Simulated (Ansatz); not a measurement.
This run works on a generated trial structure, not on a known crystal.

Input and command of a plane-wave DFT calculation in Ansatz:

```yaml
crystal:
  lattice:
    - [2.7579715629, 0.0, 0.0]
    - [-1.3789857815, 2.3884734364, 0.0]
    - [0.0, 0.0, 13.4702531917]
  atoms:
    - { symbol: Al, position: [0.0, 0.0, 0.0] }
    - { symbol: P, position: [0.3333333333, 0.6666666667, 0.8404417749] }
    - { symbol: P, position: [0.0, 0.0, 0.6617809426] }
    - { symbol: P, position: [0.3333333333, 0.6666666667, 0.5] }
    - { symbol: P, position: [0.0, 0.0, 0.3382190574] }
    - { symbol: P, position: [0.3333333333, 0.6666666667, 0.1595582251] }
basis:
  ecutwfc: 420
kpoints:
  mp_grid: { grid: [18, 18, 4] }
hamiltonian:
  xc: pbe
scf:
  occupations: { method: gaussian, width: 0.1 }
output:
  forces: true
  stress: true
  eigenvalues: true
relax:
  adjacent_minimum: "off"
  f_tol: 0.01
  max_steps: 80
  cell: { stress_tol: 0.05 }
```

```bash
ansatz run input.yaml --threads 1 --pin off --max-ram 2560MiB --backend cpu --events-out ev --progress --plain --runs-dir out
```

Processor: Intel(R) Xeon(R) Processor @ 2.50GHz (Skylake/Cascade Lake), 1 thread, on a host shared with other jobs.

Question: Estimate time, memory and problem size.

Answer: About 19 min, peak memory 0.48 GiB. It solves 20 bands at 111 k points (after reduction by symmetry) with about 1821 plane waves (on the last cell), in 162 SCF iterations over 25 ionic steps.
